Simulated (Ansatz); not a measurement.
BaCuSF:
```xyz
8
Lattice="4.0350 0.0000 0.0000 0.0000 4.0350 0.0000 0.0000 0.0000 8.9616" Properties=species:S:1:pos:R:3 pbc="T T T"
Ba     0.0000     2.0175     7.3461
Ba     2.0175     0.0000     1.6155
Cu     2.0175     2.0175     4.4808
Cu     0.0000     0.0000     4.4808
S      0.0000     2.0175     3.1915
S      2.0175     0.0000     5.7701
F      2.0175     2.0175     0.0000
F      0.0000     0.0000     0.0000
```

Relaxed with PBEsol. Special points in fractions of this cell's reciprocal vectors: Γ (0.000, 0.000, 0.000); X (0.000, 0.500, 0.000); M (0.500, 0.500, 0.000); Z (0.000, 0.000, 0.500); R (0.000, 0.500, 0.500); A (0.500, 0.500, 0.500).

Q: List the band energies nearest the valence-band maximum at these points for plane-wave PAW PBEsol (Ansatz code).

A: In eV from the valence-band maximum; about four levels below and three above (degenerate sets whole), none deeper than 8.9 eV; points with the same levels are listed once.

```json
[
 {"k": "Γ", "below": "-1.31 -0.58 0.00 0.00", "above": "1.48 1.93 2.23"},
 {"k": "X", "below": "-0.70 -0.70 -0.66 -0.66", "above": "2.31 2.31 3.19 3.19"},
 {"k": "M", "below": "-1.71 -1.71 -1.19 -1.19", "above": "3.15 3.15 4.56 4.56"},
 {"k": "Z", "below": "-1.31 -0.64 -0.01 -0.01", "above": "1.67 1.83 2.53"},
 {"k": "R", "below": "-0.67 -0.67 -0.64 -0.64", "above": "2.48 2.48 3.10 3.10"},
 {"k": "A", "below": "-1.74 -1.74 -1.19 -1.19", "above": "3.27 3.27 4.63 4.63"}
]
```

Space group P4/nmm. The workflow started from a Materials Project entry (that database holds measured and hypothetical structures alike); the Crystallography Open Database copy checked does not list it. Its standing as an ambient phase is unchecked. The cell was relaxed with PBEsol under the symmetry of its start; whether a distortion lowers the energy is not shown. The run is not spin-polarised. No Hubbard U is applied. Scalar-relativistic: spin–orbit coupling is off unless named, which matters more the heavier the elements.

Potentials: the earlier of the program's two PAW sets. The files were generated under PBE; for other functionals the program regenerates the frozen cores, and for LDA and PBEsol the local potential too.
